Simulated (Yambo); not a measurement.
```
KCdF3
1.0
    4.38209     0.00000     0.00000
    0.00000     4.38209     0.00000
    0.00000     0.00000     4.38209
F K Cd
3 1 1
Direct
  0.00000   0.50000   0.50000
  0.50000   0.00000   0.50000
  0.50000   0.50000   0.00000
  0.00000   0.00000   0.00000
  0.50000   0.50000   0.50000
```

KCdF$_{3}$ (cubic perovskite, space group Pm-3m, No. 221): mean Im ε in 1 eV windows above the direct gap of 8.19 eV, for different electron-hole kernels (Yambo, broadening 0.15 eV, norm-conserving PBEsol (Quantum ESPRESSO, 102 Ry, with spin-orbit coupling) bands; 4×4×4 mesh, 28 valence and 8 conduction bands, static screening with 112 bands and a 3 Ry block, scissor 3.44 eV, Tamm-Dancoff; field along x).

| window (eV) | independent quasiparticles | RPA (no attraction) | BSE |
|---|---|---|---|
| 8.2 to 9.2 | 0.6 | 0.5 | 0.7 |
| 9.2 to 10.2 | 1.6 | 1.5 | 0.6 |
| 10.2 to 11.2 | 1.0 | 1.0 | 0.7 |
| 11.2 to 12.2 | 1.0 | 1.1 | 0.7 |

This run doesn't resolve bound excitons or single peaks, so only averages are given, and they too depend on the mesh; weight that the attraction moves below the gap isn't listed. All transitions below 13.19 eV are in the band window. The scissor comes from a G0W0 run whose convergence isn't established.

The cell is held in this high symmetry; tilts and polar distortions were not searched.

Geometry of the Materials Project entry, not relaxed at this level.

The structure is a Materials Project entry; no match was found in the copy of COD used, and its stability was not checked.
